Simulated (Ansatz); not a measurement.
An Ansatz (a program for electronic structure) input:

Ansatz 0.2 input:
```yaml
crystal:
  lattice:
    - [11.1610410413, 0.0, 0.0]
    - [0.0, 3.9994827435, 0.0]
    - [0.0, 0.0, 4.2619265054]
  atoms:
    - { symbol: Sn, position: [0.6184963589, 0.25, 0.3878885642] }
    - { symbol: Sn, position: [0.3815036411, 0.75, 0.6121114358] }
    - { symbol: Sn, position: [0.8815036411, 0.75, 0.8878885642] }
    - { symbol: Sn, position: [0.1184963589, 0.25, 0.1121114358] }
    - { symbol: S, position: [0.3528859825, 0.25, 0.0250092002] }
    - { symbol: S, position: [0.6471140175, 0.75, 0.9749907998] }
    - { symbol: S, position: [0.1471140175, 0.75, 0.5250092002] }
    - { symbol: S, position: [0.8528859825, 0.25, 0.4749907998] }
kpoints:
  mp_grid: { grid: [2, 6, 5] }
  band_path:
    path:
      - [[0.0, 0.0, 0.0], [0.5, 0.0, 0.0], [0.5, 0.5, 0.0], [0.0, 0.5, 0.0], [0.0, 0.0, 0.0], [0.0, 0.0, 0.5], [0.5, 0.0, 0.5], [0.5, 0.5, 0.5], [0.0, 0.5, 0.5], [0.0, 0.0, 0.5]]  # Γ-X-S-Y-Γ-Z-U-R-T-Z
      - [[0.5, 0.0, 0.0], [0.5, 0.0, 0.5]]  # X-U
      - [[0.0, 0.5, 0.0], [0.0, 0.5, 0.5]]  # Y-T
      - [[0.5, 0.5, 0.0], [0.5, 0.5, 0.5]]  # S-R
      - [VBM, CBM]
    npoints: 6
basis: { xc_grid: 2 }
hamiltonian:
  xc: pbe
  dispersion: d3bj
  pseudopotentials: { kind: paw }
magnetization: { noncollinear: true, spin_orbit: true }
scf:
  n_extra_bands: 16
  convergence: { dr2_threshold: 0.0000000001 }
  occupations: { method: gaussian, width: 0.01 }
checkpoint: { write: soc.run }
output: { eigenvalues: true }
```

Task: How many symmetry operations and irreducible k-points will the run report?

Result: 8 operations, 24 of 60 k-points.

Task: With a cutoff of 420 eV, how many plane waves at Γ?

Result: 3719.

It took very roughly 30 core-minutes on shared server cores.

Space group Pnma. The cell was relaxed with PBE+D3(BJ) under the symmetry of its start.

Potentials: the later of the program's two PAW sets.

Ansatz is a plane-wave DFT program.
